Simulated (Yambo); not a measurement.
```xyz
7
Lattice="0.0000 4.1960 4.1960 4.1960 0.0000 4.1960 4.1960 4.1960 0.0000" Properties=species:S:1:pos:R:3 pbc="T T T"
Li     4.1960     4.1960     4.1960
O      3.1152     3.1152     5.2768
O      5.2768     5.2768     5.2768
O      5.2768     3.1152     3.1152
O      3.1152     5.2768     3.1152
Mo     6.2940     6.2940     6.2940
Cs     2.0980     2.0980     2.0980
```

Response from Yambo on LDA (pw.x of Quantum ESPRESSO, ONCV potentials, scalar-relativistic) bands: 4×4×4 mesh, 111 bands, 3 Ry local-field block, 0.2 eV broadening.

**Question.** Give the static electronic dielectric constant without and with local fields.

**Answer.** 
```tsv
field along	ε(0), independent particles	ε(0), RPA with local fields	refractive index √ε
x	3.31	2.50	1.58
```
Electronic (clamped-ion) response only. LDA gaps are usually too small, which raises these values. Convergence of the RPA response with its 4×4×4 mesh was not tested.

Spin-orbit coupling is not included.

Geometry of the Materials Project entry, not relaxed at this level.

The structure is a Materials Project entry; no match was found in the copy of COD used, and its stability was not checked.
